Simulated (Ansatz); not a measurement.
LaB3N4 as one 8-atom ordering (Cm) on the wurtzite lattice (it has left that coordination), relaxed with r2SCAN. The symmetry is Cm (No. 8, monoclinic); conventional cell a = 10.676 Å, b = 2.730 Å, c = 5.823 Å, β = 107.6°, 10.11 Å³ an atom. B has 3 N at 1.46–1.53 Å; B has 3 N at 1.42–1.54 Å; N has 3 B at 1.46–1.54 Å; N has 3 B at 1.42–1.63 Å; B has 4 N at 1.48–1.71 Å; La has 2 N at 2.18 Å; N has 1 B at 1.48 Å and 2 La at 2.18 Å; N has 3 B at 1.53–1.71 Å.

```cif
data_structure
_symmetry_space_group_name_H-M 'Cm'
_symmetry_Int_Tables_number 8
_cell_length_a 10.6759
_cell_length_b 2.7301
_cell_length_c 5.8227
_cell_angle_alpha 90.000
_cell_angle_beta 107.560
_cell_angle_gamma 90.000
_cell_volume 161.80
loop_
_atom_site_label
_atom_site_type_symbol
_atom_site_symmetry_multiplicity
_atom_site_Wyckoff_symbol
_atom_site_fract_x
_atom_site_fract_y
_atom_site_fract_z
_atom_site_occupancy
B1 B 2 a 0.94447 0.00000 0.13096 1
B2 B 2 a 0.73700 0.50000 0.00719 1
N1 N 2 a 0.80243 0.00000 0.08434 1
N2 N 2 a 0.60817 0.50000 0.84295 1
B3 B 2 a 0.52612 0.00000 0.84729 1
La1 La 2 a 0.72855 0.00000 0.53773 1
N3 N 2 a 0.89393 0.50000 0.67011 1
N4 N 2 a 0.50933 0.00000 0.12943 1
```

4 runs of the plane-wave code Ansatz on this cell differ in the functional (and in the settings that go with it). Levels are in eV from each run's valence top; v1 is the last filled band, c1 the first empty one.

Run A, mean stress -2.1 GPa (compression positive):
```
point     v5     v3     v1    c1    c2    c3
    Γ  -3.36  -1.96   0.00  2.08  4.50  4.77
    C  -4.56  -3.33  -1.22  2.46  3.95  5.18
   Y₂  -3.86  -2.19  -0.14  1.95  4.23  4.99
   M₂  -3.86  -2.44  -0.12  1.88  4.28  5.00
```

Run B, mean stress -2.1 GPa (compression positive):
```
point     v5     v3     v1    c1    c2    c3
    Γ  -3.35  -1.95   0.00  1.34  3.76  4.03
    C  -4.53  -3.31  -1.22  1.74  3.20  4.41
   Y₂  -3.85  -2.17  -0.14  1.21  3.50  4.22
   M₂  -3.84  -2.42  -0.12  1.14  3.54  4.22
```

Run C, mean stress 0.0 GPa (compression positive):
```
point     v5     v3     v1    c1    c2    c3
    Γ  -3.17  -1.80   0.00  0.71  2.57  2.78
    C  -4.33  -3.07  -1.20  0.97  2.18  2.87
   Y₂  -3.65  -2.04  -0.14  0.60  2.54  2.72
   M₂  -3.65  -2.38  -0.12  0.54  2.45  2.63
```

Run D, mean stress +2.5 GPa (compression positive):
```
point     v5     v3     v1    c1    c2    c3
    Γ  -3.10  -1.76   0.00  0.46  2.14  2.34
    C  -4.25  -2.96  -1.20  0.68  1.84  2.41
   Y₂  -3.57  -2.01  -0.13  0.35  2.10  2.32
   M₂  -3.56  -2.36  -0.11  0.28  2.02  2.21
```

Task: Match the runs to PBE, r2SCAN, HSE06, PBE0.

Result: A is PBE0, B is HSE06, C is r2SCAN, D is PBE. In order of the gap: PBE 0.28, r2SCAN 0.54, HSE06 1.14, PBE0 1.88 eV. The stress vanishes for r2SCAN, which relaxed the cell.

Values at 0 K without nuclear motion; spin polarisation is off, and the phase may be a hypothetical one.

Spin-orbit coupling is left out.

The program warns that its thresholds are loose for a hybrid's stress.

The meshes of the hybrids are coarse, so their gaps aren't converged to the digits shown.
